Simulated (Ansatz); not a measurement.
# Zr: reading a single point

```yaml
crystal:
  lattice:
    - [1.53646, 2.66122, 0.00000]
    - [-1.53646, 2.66122, 0.00000]
    - [0.00000, 0.00000, 4.86195]
  atoms:
    - { symbol: Zr, position: [0.33333, 0.33333, 0.25000] }
    - { symbol: Zr, position: [0.66667, 0.66667, 0.75000] }
```

Single point in Ansatz 0.2.0 with r2SCAN, no spin polarisation. Cutoff 500 eV, PAW datasets, 13×13×7 Γ-centred k mesh, fermi-dirac filling (width 0.1222 eV).

Q: Describe some of the short contacts.

A: Zr–Zr at 3.01 Å: least valence density 0.20 e/Å³ and ELF 0.16 there. These are pseudo-fields; inside the PAW spheres they differ from the all-electron ones.

Q: What does the stress say?

A: The pressure is 20.7 GPa (compression positive), so with the atoms held at these fractions the cell would first expand. The principal stresses 19.8, 19.8, 22.4 GPa differ, so its shape would change too.

Q: Is there a gap?

A: It is a metal, with about 1.2 states/eV a cell as the mean within 0.25 eV of the Fermi level, mostly Zr d (89 %).

Origin: a known structure type with other elements, at an estimated volume, so it need not be a known compound. Caveats: atoms or cell far from equilibrium.
